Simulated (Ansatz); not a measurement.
Relaxed-ion elastic tensor of Zr (hcp (Mg type), space group No. 194) in GPa (Voigt order), DFT-LDA in the program Ansatz with PAW potentials; density 6.95 g/cm³, 21.79 Å³ per atom.

```
 128  89.7  81.0   0.0   0.0   0.0
89.7   128  81.0   0.0   0.0   0.0
81.0  81.0   175   0.0   0.0   0.0
 0.0   0.0   0.0  18.0   0.0   0.0
 0.0   0.0   0.0   0.0  18.0   0.0
 0.0   0.0   0.0   0.0   0.0  19.2
```

### Question
Is the crystal mechanically stable?

### Answer
Yes: the smallest eigenvalue of C is 18.0 GPa.

### Question
Work out the Voigt, Reuss and Hill averages.

### Answer
K_V = 104, K_R = 103, K_H = 103; G_V = 23.1, G_R = 20.8, G_H = 21.9 GPa.

### Question
Give Young's modulus, Poisson's ratio, Pugh's ratio and the universal anisotropy index.

### Answer
E = 9KG/(3K + G) = 61.5 GPa; ν = 0.40; K/G = 4.70 (ductile by the Pugh limit of 1.75); A_U = 5G_V/G_R + K_V/K_R − 6 = 0.54.

### Question
Estimate the sound speeds and the Debye temperature.

### Answer
v_l = √((K + 4G/3)/ρ) = 4360 m/s, v_t = √(G/ρ) = 1780 m/s, mean 2010 m/s; Θ = (h/k)(3n/4πV)^(1/3) v_m = 214 K.

### Question
Solve the Christoffel equation for the three sound speeds along x, y, z.

### Answer
Eigenvalues of C_ijkl n_j n_l equal ρv². In km/s, slowest first: x 1.61, 1.66, 4.29; y 1.61, 1.66, 4.29; z 1.61, 1.61, 5.02.

### Question
How much does each axis shrink under pressure?

### Answer
Linear compressibilities β_i = Σ_j S_ij (j = 1 to 3): x 3.8, y 3.8, z 2.2 per TPa.

Space group P6_3/mmc (hcp (Mg type)). The cell was relaxed with LDA under the symmetry of its start. No spin polarisation was allowed. As this level gives no gap, shear constants depend on the k-mesh and smearing (Fermi–Dirac, 0.1 eV here).

Potentials: the earlier of the program's two PAW sets. The files were generated under PBE; for other functionals the program regenerates the frozen cores, and for LDA and PBEsol the local potential too.
